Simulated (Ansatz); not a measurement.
Given:

CaF$_{2}$ (fluorite) is sheared across one {100} plane: the third cell vector gains the shift, so faults repeat every 8.1 Å. The cut lies between planes 1.36 Å apart; the cell height is held.

```
CELL_PARAMETERS angstrom
      3.83293     0.00000     0.00000
      0.00000     3.83293     0.00000
      1.91646     1.91646     8.13087
ATOMIC_POSITIONS crystal
  Ca 0.00000 0.00000 0.91667
  Ca 0.33333 0.33333 0.25000
  Ca 0.66667 0.66667 0.58333
  F  0.91667 0.41667 0.08333
  F  0.25000 0.75000 0.41667
  F  0.58333 0.08333 0.75000
  F  0.41667 0.91667 0.08333
  F  0.75000 0.25000 0.41667
  F  0.08333 0.58333 0.75000
```

In-plane vectors a = (3.833, 0.000) Å, b = (0.000, 3.833) Å, area 14.69 Å². The shift is s times the vector a (length 3.833 Å), so s = 1 restores the start. Atoms relax along the normal only. γ = [E(shift) − E(0)] / area.

These are PBEsol (plane waves to 420 eV, PAW, scalar-relativistic; Ansatz, a program for electronic structure) values and carry that method's errors. k mesh 8×8×8 (Γ-centred), Fermi-Dirac smearing 0.05 eV. E is the zero-smearing estimate. Some relaxations began with atoms very close together and may have settled on another branch. Faults lie only 8.1 Å apart, and holding the cell height raises γ above its relaxed value. CaF2 was relaxed with its symmetry unable to fall. The zero of γ is zero shift.

The scan covers s from 0.000 to 0.917 in 12 points.

Problem. At which s is γ highest?

Solution. s = 0.500.

Problem. Does γ have a local minimum between the ends of the line, and at which s?

Solution. No computed point is one.

Problem. What is the highest γ among twelve even steps of s?

Solution. 1242 mJ/m².

(The slope of γ gives the shear force per area between the displaced halves; near zero shift its curvature is an elastic stiffness.)
